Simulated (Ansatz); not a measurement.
Ansatz (a program for electronic structure) input:

Ansatz 0.2 input:
```yaml
crystal:
  lattice:
    - [4.2536406073, 0.0, 0.0]
    - [0.0, 4.2536406073, 0.0]
    - [0.0, 0.0, 10.5718098783]
  atoms:
    - { symbol: Ba, position: [0.0, 0.5, 0.6359163888] }
    - { symbol: Ba, position: [0.5, 0.0, 0.3640836112] }
    - { symbol: Sn, position: [0.0, 0.5, 0.1185907147] }
    - { symbol: Sn, position: [0.5, 0.0, 0.8814092853] }
    - { symbol: F, position: [0.0, 0.0, 0.8181532245] }
    - { symbol: F, position: [0.5, 0.5, 0.8181532245] }
    - { symbol: F, position: [0.5, 0.5, 0.1818467755] }
    - { symbol: F, position: [0.0, 0.0, 0.1818467755] }
    - { symbol: F, position: [0.0, 0.0, 0.5] }
    - { symbol: F, position: [0.5, 0.5, 0.5] }
    - { symbol: F, position: [0.0, 0.5, 0.314289905] }
    - { symbol: F, position: [0.5, 0.0, 0.685710095] }
kpoints:
  mp_grid: { grid: [7, 7, 3] }
hamiltonian:
  xc: lda
  pseudopotentials: { kind: paw }
scf:
  occupations: { method: fixed }
elastic: { mode: relaxed_ion, stencil: two_point, amplitude: 0.005, f_tol: 0.0005 }
```

Output (shortened):

```
Pseudopotential: Ba, paw, valence charge 10
Pseudopotential: Sn, paw, valence charge 14
Pseudopotential: F, paw, valence charge 7
Functional definition: SPW92
Crystal: 12 atoms, lattice volume = 191.281 Å³
Basis set: ecut = 420 eV, 3723 PW (Γ)
Bands: 64, of which v1, the nominal top of the filled ones, is band 52 counted from 1 (51 counted from 0)
Symmetry: 16 space group operations
Space group: P4/nmm (ITA 129), of the structure as read, at distance tolerance 5.8e-5 Å
k-points: 20 of 147
SCF 1 converged in 14 iterations: F = -29683.512990 eV  dr2 = 9.46e-14
Crystal: 12 atoms, lattice volume = 190.324 Å³
Basis set: ecut = 420 eV, 3699 PW (Γ)
Symmetry: 8 space group operations
k-points: 32 of 147
SCF 2 converged in 14 iterations: F = -29683.510647 eV  dr2 = 4.85e-14
relax step   1: F+E_penalty+E_count = -29683.51064695 eV  Δ(F+E_penalty+E_count) = +0.000e0 eV  max|allowed force component| = 6.848e-2 eV/Å  Δτ_max = 0.0000 Å  (14 SCF iters, accepted)
Crystal: 12 atoms, lattice volume = 190.324 Å³
SCF 3 converged in 14 iterations: F = -29683.510241 eV  dr2 = 5.69e-15
relax step   2: F+E_penalty+E_count = -29683.51024071 eV  Δ(F+E_penalty+E_count) = +4.062e-4 eV  max|allowed force component| = 2.994e-2 eV/Å  Δτ_max = 0.0272 Å  (14 SCF iters, rejected (line search))
Crystal: 12 atoms, lattice volume = 190.324 Å³
SCF 4 converged in 13 iterations: F = -29683.511215 eV  dr2 = 8.11e-15
relax step   3: F+E_penalty+E_count = -29683.51121475 eV  Δ(F+E_penalty+E_count) = -5.678e-4 eV  max|allowed force component| = 1.055e-2 eV/Å  Δτ_max = 0.0108 Å  (13 SCF iters, accepted)
Crystal: 12 atoms, lattice volume = 190.324 Å³
SCF 5 converged in 10 iterations: F = -29683.511229 eV  dr2 = 9.94e-14
relax step   4: F+E_penalty+E_count = -29683.51122875 eV  Δ(F+E_penalty+E_count) = -1.399e-5 eV  max|allowed force component| = 5.917e-3 eV/Å  Δτ_max = 0.0010 Å  (10 SCF iters, accepted)
Crystal: 12 atoms, lattice volume = 190.324 Å³
SCF 6 converged in 9 iterations: F = -29683.511227 eV  dr2 = 5.30e-14
relax step   5: F+E_penalty+E_count = -29683.51122699 eV  Δ(F+E_penalty+E_count) = +1.755e-6 eV  max|allowed force component| = 8.365e-3 eV/Å  Δτ_max = 0.0013 Å  (9 SCF iters, rejected (line search))
Crystal: 12 atoms, lattice volume = 190.324 Å³
SCF 7 converged in 9 iterations: F = -29683.511233 eV  dr2 = 1.33e-14
relax step   6: F+E_penalty+E_count = -29683.51123302 eV  Δ(F+E_penalty+E_count) = -4.279e-6 eV  max|allowed force component| = 6.278e-4 eV/Å  Δτ_max = 0.0006 Å  (9 SCF iters, accepted)
Crystal: 12 atoms, lattice volume = 190.324 Å³
SCF 8 converged in 8 iterations: F = -29683.511233 eV  dr2 = 8.60e-14
relax step   7: F+E_penalty+E_count = -29683.51123332 eV  Δ(F+E_penalty+E_count) = -2.945e-7 eV  max|allowed force component| = 5.522e-5 eV/Å  Δτ_max = 0.0003 Å  (8 SCF iters, accepted)
Crystal: 12 atoms, lattice volume = 190.324 Å³
SCF 9 converged in 2 iterations: F = -29683.511233 eV  dr2 = 3.76e-14
Crystal: 12 atoms, lattice volume = 192.237 Å³
Basis set: ecut = 420 eV, 3747 PW (Γ)
SCF 10 converged in 14 iterations: F = -29683.510807 eV  dr2 = 5.31e-14
[...]
relax step   7: F+E_penalty+E_count = -29683.51279975 eV  Δ(F+E_penalty+E_count) = -4.471e-6 eV  max|allowed force component| = 2.564e-4 eV/Å  Δτ_max = 0.0022 Å  (10 SCF iters, accepted)
Crystal: 12 atoms, lattice volume = 191.279 Å³
SCF 33 converged in 2 iterations: F = -29683.512800 eV  dr2 = 2.70e-15
Crystal: 12 atoms, lattice volume = 191.279 Å³
SCF 34 converged in 12 iterations: F = -29683.512352 eV  dr2 = 8.62e-14
relax step   1: F+E_penalty+E_count = -29683.51235221 eV  Δ(F+E_penalty+E_count) = +0.000e0 eV  max|allowed force component| = 1.979e-2 eV/Å  Δτ_max = 0.0000 Å  (12 SCF iters, accepted)
Crystal: 12 atoms, lattice volume = 191.279 Å³
SCF 35 converged in 12 iterations: F = -29683.512770 eV  dr2 = 4.66e-14
relax step   2: F+E_penalty+E_count = -29683.51276994 eV  Δ(F+E_penalty+E_count) = -4.177e-4 eV  max|allowed force component| = 9.257e-3 eV/Å  Δτ_max = 0.0138 Å  (12 SCF iters, accepted)
Crystal: 12 atoms, lattice volume = 191.279 Å³
SCF 36 converged in 12 iterations: F = -29683.512774 eV  dr2 = 7.08e-15
relax step   3: F+E_penalty+E_count = -29683.51277407 eV  Δ(F+E_penalty+E_count) = -4.131e-6 eV  max|allowed force component| = 1.028e-2 eV/Å  Δτ_max = 0.0040 Å  (12 SCF iters, accepted)
Crystal: 12 atoms, lattice volume = 191.279 Å³
SCF 37 converged in 11 iterations: F = -29683.512798 eV  dr2 = 3.84e-14
relax step   4: F+E_penalty+E_count = -29683.51279792 eV  Δ(F+E_penalty+E_count) = -2.385e-5 eV  max|allowed force component| = 2.391e-3 eV/Å  Δτ_max = 0.0020 Å  (11 SCF iters, accepted)
Crystal: 12 atoms, lattice volume = 191.279 Å³
SCF 38 converged in 9 iterations: F = -29683.512799 eV  dr2 = 1.22e-14
relax step   5: F+E_penalty+E_count = -29683.51279931 eV  Δ(F+E_penalty+E_count) = -1.387e-6 eV  max|allowed force component| = 1.534e-3 eV/Å  Δτ_max = 0.0007 Å  (9 SCF iters, accepted)
Crystal: 12 atoms, lattice volume = 191.279 Å³
SCF 39 converged in 8 iterations: F = -29683.512800 eV  dr2 = 8.95e-14
relax step   6: F+E_penalty+E_count = -29683.51280006 eV  Δ(F+E_penalty+E_count) = -7.524e-7 eV  max|allowed force component| = 3.898e-4 eV/Å  Δτ_max = 0.0003 Å  (8 SCF iters, accepted)
Crystal: 12 atoms, lattice volume = 191.279 Å³
SCF 40 converged in 2 iterations: F = -29683.512800 eV  dr2 = 2.78e-14
Crystal: 12 atoms, lattice volume = 191.279 Å³
Basis set: ecut = 420 eV, 3727 PW (Γ)
SCF 41 converged in 12 iterations: F = -29683.512866 eV  dr2 = 4.59e-14
relax step   1: F+E_penalty+E_count = -29683.51286603 eV  Δ(F+E_penalty+E_count) = +0.000e0 eV  max|allowed force component| = 3.398e-4 eV/Å  Δτ_max = 0.0000 Å  (12 SCF iters, accepted)
Crystal: 12 atoms, lattice volume = 191.279 Å³
SCF 42 converged in 2 iterations: F = -29683.512866 eV  dr2 = 5.93e-15
Crystal: 12 atoms, lattice volume = 191.279 Å³
SCF 43 converged in 12 iterations: F = -29683.512866 eV  dr2 = 4.99e-14
relax step   1: F+E_penalty+E_count = -29683.51286602 eV  Δ(F+E_penalty+E_count) = +0.000e0 eV  max|allowed force component| = 3.398e-4 eV/Å  Δτ_max = 0.0000 Å  (12 SCF iters, accepted)
Crystal: 12 atoms, lattice volume = 191.279 Å³
SCF 44 converged in 2 iterations: F = -29683.512866 eV  dr2 = 5.87e-15
SCF converged after 14 iterations
Free energy (F): -29683.512990 eV
Harris-Foulkes:  -29683.512990 eV  (|F-HF|=3.64e-12)
Internal energy: -29683.512990 eV  (E = F + TS)
E sigma→0 (E₀):  -29683.512990 eV
Fermi energy:    6.404919 eV
--- Per-component energies (eV) ---
  E_band       = -468.776062
  E_kinetic    = 2359.861842
  E_local      = -7215.256873  (includes V_loc(G=0)·N_el)
  E_nonlocal   = 669.844476
  E_hartree    = 3159.048936
  E_xc         = -1720.890329
  E_vxc        = -1282.934246  (∫ρ·V_xc dr)
  E_paw        = -19602.120098  (= ΣΔE_a)
  E_vpaw       = -1318.405309  (= ΣTr[D̂ρ^β])
  E_aug_tail   = 0.016161  (compensation charges beyond the density's cutoff)
  E_ewald      = -7336.337947
  E_core_change = 2.320841  (= ΣΔE_core)
  E_smearing   =  0.000000  (= −TS)
  E_closure    =  0.000000  (closes the sum)
  Σ components = -29683.512990   (vs F -29683.512990, Δ=0.00e0)
--- Forces (eV/Å), atoms counted from 1 ---
  atom   1  Ba     0.00000000     0.00000000    -0.00013335
  atom   2  Ba     0.00000000     0.00000000     0.00013335
  atom   3  Sn     0.00000000     0.00000000    -0.00025083
  atom   4  Sn     0.00000000     0.00000000     0.00025083
  atom   5  F      0.00000000     0.00000000     0.00023113
  atom   6  F      0.00000000     0.00000000     0.00023113
  atom   7  F      0.00000000     0.00000000    -0.00023113
  atom   8  F      0.00000000     0.00000000    -0.00023113
  atom   9  F      0.00000000     0.00000000     0.00000000
  atom  10  F      0.00000000     0.00000000     0.00000000
  atom  11  F      0.00000000     0.00000000     0.00036694
  atom  12  F      0.00000000     0.00000000    -0.00036694
  max |Σ_I F_I| component: 0.0 eV/Å
--- Stress (GPa, compression-positive) ---
        0.003556       0.000000       0.000000
        0.000000       0.003556       0.000000
        0.000000       0.000000      -0.006613
  P = ⅓ Tr σ = 0.0002 GPa (0.002 kbar)
--- Band table (eV; the first three rows and the last of 20) ---
  k-point 0: bands = ["-18.4676", "-18.1789", "-16.0818", "-16.0543", "-15.9248", "-15.9128", "-15.1160", "-15.1115", "-14.3324", "-14.3077", "-13.2875", "-13.2748", "-13.2267", "-13.2267", "-13.2084", "-13.2084", "-12.8084", "-12.8065", "-12.7051", …
  k-point 1: bands = ["-18.4674", "-18.1792", "-16.0750", "-16.0611", "-15.9247", "-15.9129", "-15.1155", "-15.1118", "-14.3324", "-14.3078", "-13.2875", "-13.2748", "-13.2266", "-13.2266", "-13.2084", "-13.2084", "-12.8084", "-12.8064", "-12.7044", …
  k-point 2: bands = ["-18.4330", "-18.1691", "-16.0612", "-16.0402", "-15.9113", "-15.9012", "-15.1233", "-15.1209", "-14.3556", "-14.3293", "-13.2886", "-13.2772", "-13.2253", "-13.2245", "-13.2088", "-13.2084", "-12.8476", "-12.8454", "-12.7130", …
  k-point 19: bands = ["-18.1124", "-18.0959", "-15.8245", "-15.8204", "-15.8137", "-15.8101", "-15.1895", "-15.1873", "-14.5607", "-14.5560", "-13.3481", "-13.3461", "-13.2972", "-13.2965", "-13.1229", "-13.1032", "-13.0908", "-13.0698", "-12.8663", …
--- Elastic constants: 4 strain directions × 2 members + reference (group order 16) ---
  dense FFT box of the reference and of every strained cell: 30×30×72
  strains applied: 11, 33, 23, 12; error gains …
  C = ∂σ_k/∂η_j (tension-positive GPa; Voigt order 11 22 33 23 13 12):
       113.370     -2.350     25.818      0.000      0.000      0.000
        -2.350    113.370     25.818      0.000      0.000      0.000
        25.776     25.776     34.598      0.000      0.000      0.000
         0.000      0.000      0.000     14.289      0.000      0.000
         0.000      0.000      0.000      0.000     14.289      0.000
         0.000      0.000      0.000      0.000      0.000     13.430
  reference stress σ⁰ (GPa):     -0.004     -0.004      0.007      0.000      0.000      0.000
  moduli (Voigt/Reuss/Hill, GPa): K = 39.98/32.59/36.28   G = 22.54/15.28/18.91   E = 48.33   ν = 0.278
  mechanically stable: yes (min eigenvalue of sym C = 13.43 GPa)
  strain η (Voigt 11):  stress-route row diagonal C_11 = 113.37 GPa, energy-path curvature d²(F+E_count+ΔE)/dδ²/Ω₀ = 113.75 GPa
         δ    σ_11 (GPa)             F (eV)   n_scf  n_hpsi   n_pw
    -5.000e-3      -0.5794      -29683.5112333       2   16131   3743   relax 7 steps, max|allowed force component| 5.52e-5 eV/Å
     5.000e-3       0.5543      -29683.5113558       2   16124   3774   relax 4 steps, max|allowed force component| 3.97e-5 eV/Å
  strain η (Voigt 33):  stress-route row diagonal C_33 = 34.60 GPa, energy-path curvature d²(F+E_count+ΔE)/dδ²/Ω₀ = 34.22 GPa
         δ    σ_33 (GPa)             F (eV)   n_scf  n_hpsi   n_pw
    -5.000e-3      -0.1707      -29683.5124826       2   10065   3733   relax 6 steps, max|allowed force component| 9.69e-5 eV/Å
     5.000e-3       0.1753      -29683.5125777       2   10103   3766   relax 3 steps, max|allowed force component| 2.39e-4 eV/Å
  strain η (Voigt 23):  stress-route row diagonal C_44 = 14.29 GPa, energy-path curvature d²(F+E_count+ΔE)/dδ²/Ω₀ = 14.45 GPa
         δ    σ_23 (GPa)             F (eV)   n_scf  n_hpsi   n_pw
    -5.000e-3      -0.0715      -29683.5127997       2   22228   3753   relax 7 steps, max|allowed force component| 2.56e-4 eV/Å
     5.000e-3       0.0714      -29683.5128001       2   22196   3753   relax 6 steps, max|allowed force component| 3.90e-4 eV/Å
  strain η (Voigt 12):  stress-route row diagonal C_66 = 13.43 GPa, energy-path curvature d²(F+E_count+ΔE)/dδ²/Ω₀ = 13.62 GPa
         δ    σ_12 (GPa)             F (eV)   n_scf  n_hpsi   n_pw
    -5.000e-3      -0.0671      -29683.5128660       2   16282   3754   relax 1 steps, max|allowed force component| 3.40e-4 eV/Å
     5.000e-3       0.0671      -29683.5128660       2   16282   3754   relax 1 steps, max|allowed force component| 3.40e-4 eV/Å
```

Cost: about 15 core-minutes (a rough figure) on shared cores.

The workflow started from a Materials Project entry (that database holds measured and hypothetical structures alike); the Crystallography Open Database copy checked does not list it. Whether it is the stable phase at ambient conditions was not checked. The cell was relaxed with LDA under the symmetry of its start; whether a distortion lowers the energy is not shown. A crystal of weakly bound layers computed without a dispersion correction: the cell and the soft elastic constants depend strongly on that. Spin–orbit coupling is left out wherever it is not named.

Potentials: the later of the program's two PAW sets.

Ansatz is a plane-wave DFT program.
